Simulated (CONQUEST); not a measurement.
Set-up for a self-consistent single point of MgS (Fm-3m, 8 atoms in the cell; from Materials Project mp-1315, changed as shown).

```
CELL_PARAMETERS angstrom
      5.10462     0.00000     0.00000
      0.00000     5.10462     0.00000
      0.00000     0.00000     5.10462
ATOMIC_POSITIONS crystal
  Mg 0.00000 0.00000 0.00000
  Mg 0.00000 0.50000 0.50000
  Mg 0.50000 0.00000 0.50000
  Mg 0.50000 0.50000 0.00000
  S  0.50000 0.00000 0.00000
  S  0.50000 0.50000 0.50000
  S  0.00000 0.00000 0.50000
  S  0.00000 0.50000 0.00000
```

Method: LDA (PW92), numerical atomic orbitals double-zeta with polarisation (the shipped basis), PseudoDojo norm-conserving potentials made for LDA (CONQUEST).

CONQUEST settings:

| setting | value |
|---|---|
| basis | DZP |
| Diag.MPMeshX, Y, Z | 6 6 6 |
| potentials | PseudoDojo norm-conserving LDA |
| Grid.GridCutoff | 140 Ha |
| DM.SolutionMethod | diagon |
| Diag.kT | 0.001837 Ha |
| Diag.GammaCentred | true |
| minE.SCTolerance | 1.0e-06 |
| SC.MaxIters | 100 |
| SC.LinearMixingFactor | 0.3 |
| SC.KerkerPreCondition | true |
| SC.KerkerFactor | 0.1 1/bohr |
| AtomMove.TypeOfRun | static |

### Question
Estimate, at this level of theory: gap on the k-point mesh and pressure.

### Answer
The run gave:

- Gap on the k-point mesh: 2.48 eV
- Pressure: 4.69 GPa

Gaps are taken between levels on the mesh.

For comparison: a first run was changed to give this one (lattice scaled by 0.98), and from it to this one the free energy rises by 12.5 meV/atom, the pressure goes from -0.39 to 4.69 GPa and the gap on the mesh goes from 2.365 to 2.478 eV.

The program uses no crystal symmetry, so grid and mesh can part values that symmetry would make equal. The atom-centred basis is finite, which shifts total energies, pressures and gaps against plane waves. The structure comes from a collection of computed structures, made at another level of theory; the collection holds predicted forms beside known ones.

Cost on one core: roughly 70 core-seconds.
